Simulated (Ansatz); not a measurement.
**InAg$_{3}$ under compression and expansion**

```cif
data_structure
_symmetry_space_group_name_H-M 'Pm-3m'
_symmetry_Int_Tables_number 221
_cell_length_a 4.1440
_cell_length_b 4.1440
_cell_length_c 4.1440
_cell_angle_alpha 90.000
_cell_angle_beta 90.000
_cell_angle_gamma 90.000
_cell_volume 71.16
loop_
_atom_site_label
_atom_site_type_symbol
_atom_site_symmetry_multiplicity
_atom_site_Wyckoff_symbol
_atom_site_fract_x
_atom_site_fract_y
_atom_site_fract_z
_atom_site_occupancy
In1 In 1 a 0.00000 0.00000 0.00000 1
Ag1 Ag 3 c 0.00000 0.50000 0.50000 1
```

The runs use the primitive cell with vectors (4.144, 0.000, 0.000), (0.000, 4.144, 0.000), (0.000, 0.000, 4.144) Å, to which the k mesh refers.

The cell is COD entry 1510013, as deposited and not checked against the literature; nothing was relaxed.

Spin–orbit coupling is left out, though it moves levels of the heavy atoms by tenths of an eV or more.

All numbers are computed: DFT, PBEsol, all-electron LAPW, scalar-relativistic (Ansatz 0.2.0); DFT, PBEsol, PAW with Ansatz's default frozen-core files, scalar-relativistic (Ansatz 0.2.0).

For LAPW: a Γ-centred 9×9×9 k mesh, Fermi–Dirac smearing of 0.05 eV, basis error target 0.5 meV/atom, no spin polarisation. PAW takes a cutoff of 420 eV at this cell (files made with PBE, cores remade for this functional). The Ansatz runs share mesh, smearing and spin set-up. Plane-wave (PAW) pressures include the program's estimate of the Pulay term.

The cell above is scaled evenly, with fractional coordinates and shape held.

| V/V(cell) | V (Å³/atom) | P, LAPW (GPa) | P, PAW (GPa) |
| --- | --- | --- | --- |
| 0.9400 | 16.723 | 7.14 | 7.16 |
| 0.9800 | 17.435 | 1.83 | 1.84 |
| 1.0000 | 17.791 | -0.30 | -0.29 |
| 1.0100 | 17.969 | -1.27 | -1.26 |
| 1.0400 | 18.503 | -3.83 | -3.82 |

(1) What do Birch–Murnaghan fits to the pressures give?

## Answers

(1) LAPW: V0 = 17.74 Å³/atom, B0 = 102 GPa, B0′ = 5.8; PAW: V0 = 17.74 Å³/atom, B0 = 102 GPa, B0′ = 5.8.
